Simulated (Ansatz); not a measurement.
The start is a generated cell, MoS2 built in the cotunnite structure type. Cell shape, volume and atoms are optimised at zero target pressure with PBEsol (plane waves to 420 eV, PAW, scalar-relativistic; Ansatz, a program for electronic structure). The first steps use a coarse 3×5×3 k-mesh.

Input geometry:
```
CELL_PARAMETERS angstrom
      6.65777     0.00000     0.00000
      0.00000     3.96143     0.00000
      0.00000     0.00000     7.90258
ATOMIC_POSITIONS crystal
  Mo 0.73770 0.25000 0.59590
  Mo 0.23770 0.25000 0.90410
  Mo 0.26230 0.75000 0.40410
  Mo 0.76230 0.75000 0.09590
  S  0.62500 0.25000 0.92170
  S  0.12500 0.25000 0.57830
  S  0.37500 0.75000 0.07830
  S  0.87500 0.75000 0.42170
  S  0.52020 0.25000 0.33700
  S  0.02020 0.25000 0.16300
  S  0.47980 0.75000 0.66300
  S  0.97980 0.75000 0.83700
```

Question: What pressure does the first self-consistent step give?

Answer: -16 GPa (negative: the cell is under tension).

Question: Which atoms feel the largest initial force, and how large is it?

Answer: About 1.4 eV/Å, on S9, S10, S11, S12 (atoms numbered as listed).

Question: How does the volume per atom move from start to end?

Answer: -11.4 %, from 17.37 to 15.39 Å³/atom.

Question: How do the shortest distances between atoms change?

Answer: The closest pairs of elements (up to four, under 3.6 Å), start → end: Mo–S 2.51 → 2.39 Å; S–S 2.87 → 2.81 Å; Mo–Mo 3.96 → 3.24 Å.

Question: What does it relax into? Give the structure.

Answer: 
Space group Pnma (No. 62); a = 6.6521 Å, b = 3.2430 Å, c = 8.5581 Å, α = β = γ = 90.00°

```
atom  site  symmetry       x       y       z
----  ----  --------  ------  ------  ------
Mo      4c       .m.  0.2494  0.2500  0.0820
S       4c       .m.  0.1274  0.2500  0.3902
S       4c       .m.  0.0068  0.2500  0.8663
```

The space group stays Pnma (No. 62) (the run could not lower it), with 12 atoms in the primitive cell. Final values are on a 6×12×5 k-mesh of the relaxed cell. No spin polarisation in the result.

The run could not lose the symmetry of its start; a randomly shaken copy of 12 atoms returns to this structure.

The relaxed structure here is a generated cell of MoS2: the first start was made by placing the elements on the sites of a structure type, and the end was not matched to a known phase here, so it may be hypothetical. Known forms of MoS2 include space group No. 160, 194.
